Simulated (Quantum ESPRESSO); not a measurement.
## Mg3ZnS3Cl (input and log of a self-consistent run)

Simulated, not a measurement. The program is pw.x of Quantum ESPRESSO 7.5 (plane-wave density functional theory). The cell is made up: 8 atoms on a zincblende/diamond lattice, with randomly drawn elements, strain and displacements, not relaxed. PseudoDojo standard norm-conserving files (v0.5 for PBE, v0.4.1 for LDA and PBEsol) set the functional; there is no spin polarisation, spin-orbit coupling or dispersion term, and the masses in the input are unused placeholders. A spin-polarised start on this cell or one of its family kept no moment.

Input:

```
&control calculation='scf', pseudo_dir='./dojo.nc.sr.pbe.v0_5.standard.upf', outdir='./o', disk_io='low', tprnfor=.true., tstress=.true. /
&system ibrav=0, nat=8, ntyp=4, nbnd=48, ecutwfc=84.00895049, nosym=.true., tot_charge=0,
 occupations='smearing', smearing='fd', degauss=0.0073498644
/
&electrons conv_thr=7.350e-09, electron_maxstep=60, /
ATOMIC_SPECIES
Cl 1.0 Cl.upf
Mg 1.0 Mg.upf
S 1.0 S.upf
Zn 1.0 Zn.upf
CELL_PARAMETERS angstrom
5.8549 -0.0492 -0.0567
-0.0492 5.7902 0.0082
-0.0567 0.0082 5.8961
ATOMIC_POSITIONS angstrom
Mg -0.041 0.0487 -0.0751
Mg -0.0244 2.8846 3.047
Zn 2.906 -0.0474 2.8879
Mg 2.9787 2.9023 -0.1552
S 1.5142 1.4018 1.3226
Cl 1.4662 4.3767 4.4373
S 4.3782 1.4373 4.3542
S 4.2175 4.3481 1.4613
K_POINTS automatic
6 6 6 1 1 1
```

The log is shortened where brackets say so; the opening notice, blank lines, dates and the lines on written files are dropped, and the path of the files is cut. It prints rydbergs, bohrs and kilobars, and counts compression as positive stress.

```
     Program PWSCF v.7.5
     Parallel version (MPI & OpenMP), running on       4 processor cores
     Number of MPI processes:                 4
     Threads/MPI process:                     1
     [start-up lines left out]
     bravais-lattice index     =            0
     lattice parameter (alat)  =      11.0651  a.u.
     unit-cell volume          =    1348.6594 (a.u.)^3
     number of atoms/cell      =            8
     number of atomic types    =            4
     number of electrons       =        75.00
     number of Kohn-Sham states=           48
     kinetic-energy cutoff     =      84.0090  Ry
     charge density cutoff     =     336.0358  Ry
     scf convergence threshold =      7.3E-09
     mixing beta               =       0.7000
     number of iterations used =            8  plain     mixing
     Exchange-correlation= PBE
                           (   1   4   3   4   0   0   0)
     [axes and pseudopotential details left out]
   Cartesian axes
     site n.     atom                  positions (alat units)
         1        Mg     tau(   1) = (  -0.0070021   0.0083171  -0.0128258  )
         2        Mg     tau(   2) = (  -0.0041671   0.4926409   0.5203760  )
         3        Zn     tau(   3) = (   0.4962956  -0.0080951   0.4932044  )
         4        Mg     tau(   4) = (   0.5087115   0.4956637  -0.0265055  )
         5        S      tau(   5) = (   0.2585997   0.2394037   0.2258777  )
         6        Cl     tau(   6) = (   0.2504021   0.7474663   0.7578157  )
         7        S      tau(   7) = (   0.7477224   0.2454665   0.7436237  )
         8        S      tau(   8) = (   0.7202776   0.7425819   0.2495653  )
     number of k points=   108  Fermi-Dirac smearing, width (Ry)=  0.0073
     Number of k-points >= 100: set verbosity='high' to print them.
     Dense  grid:   140291 G-vectors     FFT dimensions: (  72,  64,  72)
     Estimated max dynamical RAM per process >     541.85 MB
     Estimated total dynamical RAM >       2.02 GB
     Initial potential from superposition of free atoms
     starting charge      74.9974, renormalised to      75.0000
     Starting wfcs are   41 randomized atomic wfcs +    7 random wfcs
     total cpu time spent up to now is       13.2 secs
     per-process dynamical memory:   460.2 Mb
     Self-consistent Calculation
     iteration #  1     ecut=    84.01 Ry     beta= 0.70
     Davidson diagonalization with overlap
     ethr =  1.00E-02,  avg # of iterations =  6.3
     Threshold (ethr) on eigenvalues was too large:
     Diagonalizing with lowered threshold
     Davidson diagonalization with overlap
     ethr =  7.22E-04,  avg # of iterations =  1.8
     total cpu time spent up to now is       88.0 secs
     total energy              =    -873.66849910 Ry
     estimated scf accuracy    <       0.53549552 Ry
     iteration #  2     ecut=    84.01 Ry     beta= 0.70
     Davidson diagonalization with overlap
     ethr =  7.14E-04,  avg # of iterations =  5.7
     total cpu time spent up to now is      131.3 secs
     total energy              =    -873.80170711 Ry
     estimated scf accuracy    <       0.31057762 Ry
     iteration #  3     ecut=    84.01 Ry     beta= 0.70
     Davidson diagonalization with overlap
     ethr =  4.14E-04,  avg # of iterations =  2.0
     total cpu time spent up to now is      164.6 secs
     total energy              =    -873.86823961 Ry
     estimated scf accuracy    <       0.00818032 Ry
     iteration #  4     ecut=    84.01 Ry     beta= 0.70
     Davidson diagonalization with overlap
     c_bands:  1 eigenvalues not converged
     c_bands:  1 eigenvalues not converged
     c_bands:  1 eigenvalues not converged
     c_bands:  1 eigenvalues not converged
     ethr =  1.09E-05,  avg # of iterations = 10.5
     total cpu time spent up to now is      214.8 secs
     total energy              =    -873.87043625 Ry
     estimated scf accuracy    <       0.00219675 Ry
     iteration #  5     ecut=    84.01 Ry     beta= 0.70
     Davidson diagonalization with overlap
     ethr =  2.93E-06,  avg # of iterations =  5.9
     total cpu time spent up to now is      255.5 secs
     total energy              =    -873.87083450 Ry
     estimated scf accuracy    <       0.00021477 Ry
     iteration #  6     ecut=    84.01 Ry     beta= 0.70
     Davidson diagonalization with overlap
     ethr =  2.86E-07,  avg # of iterations =  2.0
     total cpu time spent up to now is      288.3 secs
     total energy              =    -873.87088234 Ry
     estimated scf accuracy    <       0.00000788 Ry
     iteration #  7     ecut=    84.01 Ry     beta= 0.70
     Davidson diagonalization with overlap
     ethr =  1.05E-08,  avg # of iterations =  3.6
     total cpu time spent up to now is      324.5 secs
     total energy              =    -873.87088457 Ry
     estimated scf accuracy    <       0.00000119 Ry
     iteration #  8     ecut=    84.01 Ry     beta= 0.70
     Davidson diagonalization with overlap
     ethr =  1.59E-09,  avg # of iterations =  2.6
     total cpu time spent up to now is      359.7 secs
     total energy              =    -873.87088495 Ry
     estimated scf accuracy    <       0.00000035 Ry
     iteration #  9     ecut=    84.01 Ry     beta= 0.70
     Davidson diagonalization with overlap
     ethr =  4.71E-10,  avg # of iterations =  2.0
     total cpu time spent up to now is      391.4 secs
     total energy              =    -873.87088501 Ry
     estimated scf accuracy    <       0.00000003 Ry
     iteration # 10     ecut=    84.01 Ry     beta= 0.70
     Davidson diagonalization with overlap
     ethr =  3.97E-11,  avg # of iterations =  2.5
     total cpu time spent up to now is      426.7 secs
     End of self-consistent calculation
     Number of k-points >= 100: set verbosity='high' to print the bands.
     the Fermi energy is     6.4521 ev
!    total energy              =    -873.87088502 Ry
     estimated scf accuracy    <          3.6E-09 Ry
     smearing contrib. (-TS)   =      -0.00506523 Ry
     internal energy E=F+TS    =    -873.86581979 Ry
     The total energy is F=E-TS. E is the sum of the following terms:
     one-electron contribution =    -741.69066382 Ry
     hartree contribution      =     371.34624491 Ry
     xc contribution           =    -120.28544927 Ry
     ewald contribution        =    -383.23595162 Ry
     convergence has been achieved in  10 iterations
     Forces acting on atoms (cartesian axes, Ry/au):
     atom    1 type  2   force =    -0.01137371    0.00022850    0.03098752
     atom    2 type  2   force =    -0.00977089   -0.00886599   -0.04021082
     atom    3 type  4   force =     0.01959728    0.02998701   -0.02841864
     atom    4 type  2   force =     0.01162736   -0.02217809    0.03124812
     atom    5 type  3   force =    -0.00737414    0.01179854    0.01615035
     atom    6 type  1   force =    -0.02132920   -0.00566583    0.00422129
     atom    7 type  3   force =    -0.00995836   -0.00142478   -0.00948508
     atom    8 type  3   force =     0.02858166   -0.00387936   -0.00449275
     Total force =     0.092615     Total SCF correction =     0.000147
     Computing stress (Cartesian axis) and pressure
          total   stress  (Ry/bohr**3)                   (kbar)     P=      -16.59
  -0.00010253   0.00005018   0.00000152          -15.08        7.38        0.22
   0.00005018  -0.00009035  -0.00004006            7.38      -13.29       -5.89
   0.00000152  -0.00004006  -0.00014541            0.22       -5.89      -21.39
     init_run     :     12.42s CPU     13.05s WALL (       1 calls)
     electrons    :    410.76s CPU    413.53s WALL (       1 calls)
     forces       :      4.44s CPU      4.44s WALL (       1 calls)
     stress       :     16.18s CPU     16.19s WALL (       1 calls)
     [timing details left out]
     PWSCF        :   7m24.20s CPU   7m27.73s WALL
     JOB DONE.
```

In other units: free energy -11889.619 eV for the cell, pressure -1.66 GPa, largest force component 1.034 eV/Å. A rerun of this cell at 1437 eV and a 8 x 8 x 8 mesh moved values by no more than 0.006 eV in energy, 0.02 GPa in stress and 0.005 eV/Å in force.